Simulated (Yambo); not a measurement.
```xyz
6
Lattice="3.2978 -2.0813 0.0000 3.2978 2.0813 0.0000 -2.1980 0.0000 7.0494" Properties=species:S:1:pos:R:3 pbc="T T T"
C      0.6169    -0.5849     3.9485
C      3.7808     0.5849     3.1009
C      2.6818    -0.5849     6.6256
C      1.7159     0.5849     0.4238
Ca     1.6493     1.3548     5.2870
Ca     2.7483    -1.3548     1.7623
```

CaC2 (space group C2/c, No. 15): mean Im ε in 1 eV windows above the direct gap of 4.64 eV, for different electron-hole kernels (Yambo, broadening 0.15 eV, PBEsol (Quantum ESPRESSO, PseudoDojo norm-conserving, 82 Ry, no spin-orbit coupling) bands; 4×4×2 mesh, 8 valence and 15 conduction bands, static screening with 53 bands and a 3 Ry block, scissor 2.05 eV, Tamm-Dancoff; field along x).

| window (eV) | independent quasiparticles | RPA (no attraction) | BSE |
|---|---|---|---|
| 4.6 to 5.6 | 0.4 | 0.3 | 2.7 |
| 5.6 to 6.6 | 2.3 | 1.8 | 3.8 |
| 6.6 to 7.6 | 3.0 | 2.7 | 4.3 |
| 7.6 to 8.6 | 3.4 | 2.4 | 4.3 |
| 8.6 to 9.6 | 4.3 | 2.9 | 3.6 |
| 9.6 to 10.6 | 4.2 | 3.2 | 2.9 |

This run doesn't resolve bound excitons or single peaks, so only averages are given, and they too depend on the mesh; weight that the attraction moves below the gap isn't listed. All transitions below 12.20 eV are in the band window. The scissor comes from a G0W0 run whose convergence isn't established.

Geometry of the Materials Project entry, not relaxed at this level.

The structure is a Materials Project entry; no match was found in the copy of COD used, and its stability was not checked.
